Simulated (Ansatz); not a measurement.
Zr2GeB2:
```
Zr2GeB2
1.0
    3.20204     0.00000     0.00000
   -1.60102     2.77305     0.00000
    0.00000     0.00000     7.87816
Zr Ge B
2 1 2
Cartesian
  0.00000   1.84870   5.64634
  0.00000   1.84870   2.23182
  0.00000   0.00000   0.00000
  0.00000   0.00000   3.93908
  1.60102   0.92435   3.93908
```

Relaxed with r²SCAN.

**Question.** Map the electron localisation function on the plane through (0.333, 0.667, 0.717) spanned by u = [0, 0, 1] and v = [1, -1, 0] in lattice vectors, from r²SCAN (plane waves, PAW; program Ansatz).

**Answer.** x is the fraction of u, y of v (the angle between them is 90°; rows are the nearest grid lines); atoms in the plane: Zr at (0.00, 0.00), Zr at (0.57, 0.00), Ge at (0.28, 0.67), B at (0.78, 0.67), B at (0.78, 0.33).
```
y \ x   0.000  0.103  0.179  0.282  0.359  0.462  0.538  0.641  0.718  0.821  0.897   1.00
------  -----  -----  -----  -----  -----  -----  -----  -----  -----  -----  -----  -----
1.00    0.072  0.724  0.128  0.435  0.266  0.702  0.281  0.806  0.121  0.130  0.705  0.072
0.929   0.649  0.564  0.177  0.466  0.337  0.529  0.716  0.761  0.112  0.186  0.506  0.649
0.857   0.711  0.148  0.459  0.460  0.529  0.140  0.672  0.318  0.291  0.438  0.152  0.711
0.786   0.149  0.283  0.606  0.330  0.518  0.303  0.132  0.237  0.601  0.570  0.404  0.149
0.679   0.402  0.716  0.561  0.877  0.335  0.726  0.394  0.672  0.443  0.065  0.728  0.402
0.607   0.331  0.663  0.583  0.142  0.411  0.675  0.325  0.614  0.585  0.308  0.698  0.331
0.536   0.222  0.488  0.605  0.362  0.508  0.502  0.216  0.476  0.758  0.793  0.611  0.222
0.464   0.266  0.358  0.495  0.370  0.468  0.364  0.251  0.489  0.758  0.793  0.614  0.266
0.393   0.463  0.393  0.293  0.193  0.250  0.391  0.437  0.646  0.590  0.310  0.711  0.463
0.321   0.560  0.438  0.258  0.130  0.198  0.434  0.532  0.709  0.456  0.068  0.746  0.560
0.214   0.181  0.143  0.262  0.257  0.270  0.146  0.173  0.232  0.589  0.561  0.390  0.181
0.143   0.706  0.159  0.218  0.362  0.306  0.147  0.687  0.280  0.271  0.422  0.130  0.706
0.0714  0.642  0.572  0.152  0.424  0.292  0.538  0.717  0.752  0.108  0.182  0.495  0.642
0.000   0.072  0.724  0.128  0.435  0.266  0.702  0.281  0.806  0.121  0.130  0.705  0.072
```

The density is the valence pseudo-density with augmentation charge, so density and ELF within about 1 Å of a nucleus are not all-electron values.

Space group P-6m2. The start of the workflow was typed in or built on a structure type; neither database checked (COD, Materials Project) lists it. Whether it is the stable phase at ambient conditions was not checked. The r²SCAN relaxation kept the symmetry of its start; whether a distortion lowers the energy is not shown. No spin polarisation was allowed.

Potentials: the earlier of the program's two PAW sets. The files were generated under PBE; for other functionals the program regenerates the frozen cores, and for LDA and PBEsol the local potential too.
